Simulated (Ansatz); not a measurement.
GdAl (Pm-3m): the volume from the results

The reference geometry is a structure from the Materials Project; nothing is relaxed.

Settings: r²SCAN, 9×9×9 k mesh, Fermi–Dirac smearing of 0.05 eV. PAW means Ansatz 0.2.0 on its default frozen-core files. Site moments are integrated in spheres about the atoms.

The run was typed so:

```yaml
crystal:
  lattice:
    - [3.62796413, 0.0, 0.0]
    - [0.0, 3.62796413, 0.0]
    - [0.0, 0.0, 3.62796413]
  atoms:
    - { symbol: Gd, position: [0.0, 0.0, 0.0], spin: 7.0 }
    - { symbol: Al, position: [0.5, 0.5, 0.5] }
magnetization:
  spin_polarized: true
kpoints:
  mp_grid: { grid: [9, 9, 9] }
scf:
  occupations: { method: fermi_dirac, width: 0.05 }
hamiltonian:
  xc: r2scan
  pseudopotentials: { kind: paw }
output:
  forces: true
  stress: true
  eigenvalues: true
  populations: true
```

Command: `ansatz run input.yaml --threads 1 --pin off --max-ram 3072MiB --backend cpu --events-out ev --progress --plain --runs-dir out`

The cell is scaled evenly, and every run starts from the same moments. Some of the runs:

| V/V₀ | cell moment (μB) | largest site moment (μB) | F − F(V₀) (meV/atom) | pressure (GPa) |
| --- | --- | --- | --- | --- |
| 0.92 | 7.13 | 7.09 | 35 | 6.2 |
| 1 | 7.15 | 7.12 | 0 | 0.1 |
| 1.1 | 7.23 | 7.18 | 39 | -4.8 |

Q: Another run of the series gave cell moment (μB) = 7.44, largest site moment (μB) = 7.28, F − F(V₀) (meV/atom) = 193, pressure (GPa) = -8.6. At which V/V₀ was it made?
A. 1.25
B. 1.04
C. 0.8
D. 0.66
E. 0.86
F. 0.74
G. 0.96

A: A. V/V₀ = 1.25.

Q: Another run of the series gave cell moment (μB) = 7.14, largest site moment (μB) = 7.11, F − F(V₀) (meV/atom) = 8, pressure (GPa) = 2.8. At which V/V₀ was it made?
A. 0.74
B. 1.25
C. 0.86
D. 0.96
E. 1.04
F. 0.66
G. 0.8

A: D. V/V₀ = 0.96.

The whole series:

```
V/V₀  cell moment (μB)  largest site moment (μB)  F − F(V₀) (meV/atom)  pressure (GPa)
0.66              7.08                      6.99                  1013            54.5
0.74              7.08                      7.02                   502            32.6
 0.8              7.10                      7.05                   265            21.0
0.86              7.12                      7.07                   117            12.5
0.92              7.13                      7.09                    35             6.2
0.96              7.14                      7.11                     8             2.8
   1              7.15                      7.12                     0             0.1
1.04              7.17                      7.14                     7            -2.2
 1.1              7.23                      7.18                    39            -4.8
1.25              7.44                      7.28                   193            -8.6
```

The PAW files were made with PBE; the program remakes their cores once for the run's functional and then keeps them frozen. Without U a semilocal functional puts the f levels too near the Fermi level, which can change moments and the order of magnetic states; site and cell moments are spin moments. Under strong compression frozen cores are worth checking against an all-electron run. Spin–orbit coupling is left out although heavy atoms are present. In at least one run the program's final test of stability wasn't made or came to no verdict. With open f shells a run can end in a state that isn't the lowest. None of this fixes the real material's magnetic order: only patterns that fit the cell were computed, at zero temperature, with a functional that can overstate moments.
